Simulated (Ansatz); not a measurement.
Si$_{2}$Ni (fluorite or antifluorite type, space group No. 225), DFT-r²SCAN in the program Ansatz with PAW potentials, all energies at zero smearing, with the estimated change up to a 700 eV cutoff added, with one set of potentials and settings (totals compare only within such a set). Cell of 3 atoms (1 Ni, 2 Si): -7124.479 eV.

| element | reference phase | E (eV/atom) |
|---|---|---|
| Ni | Fm-3m, 1 atoms in the cell, spin-polarised | -5845.2912 |
| Si | Fd-3m, 2 atoms in the cell | -639.0667 |

Formation energy per atom, worked out: (-7124.479 − 1×(-5845.2912) − 2×(-639.0667))/3 = -0.351 eV/atom (-34 kJ per mol of atoms), at 0 K, without zero-point energy or fitted corrections.

Symmetry was held in the r²SCAN relaxation. The workflow began spin-polarised and lost its moments. The references are the lowest solids computed at this level, not always the standard phases.

Potentials: the later of the program's two PAW sets.
